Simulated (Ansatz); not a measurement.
A geometry of Ni away from equilibrium: step 2 of the relaxation of a relaxed Ni cell, doubled along one cell vector, shaken by Gaussian noise of σ = 0.08 Å a coordinate. Calculation: r2SCAN (plane waves to 500 eV, PAW, scalar-relativistic; Ansatz, a program for electronic structure). Γ-centred k-mesh 16×8×16 on the run's cell (coarser than for final values), Fermi–Dirac smearing 0.05 eV.

```
Ni
1.0
    0.00078     1.73862     1.74099
    3.48093     0.00372     3.47980
    1.74081     1.73788     0.00151
Ni
2
Direct
  0.50318   0.24210   0.51347
  0.51031   0.73046   0.55708
```
Spin-polarised start, with parallel moments on Ni.

Question: What forces act on the atoms (eV/Å)?

Answer: 
```json
[
 {"atom": "Ni1", "Fx": "-0.10", "Fy": "0.44", "Fz": "-0.28"},
 {"atom": "Ni2", "Fx": "0.10", "Fy": "-0.44", "Fz": "0.28"}
]
```

Question: What is the pressure?

Answer: +0.8 GPa, compression positive.

Spin state reached: ferromagnetic (net 0.74 μB/atom), from parallel starting moments; other spin orders were not run from this start. r2SCAN tends to overstate moments in metals.

The run could not lose the symmetry of its start.
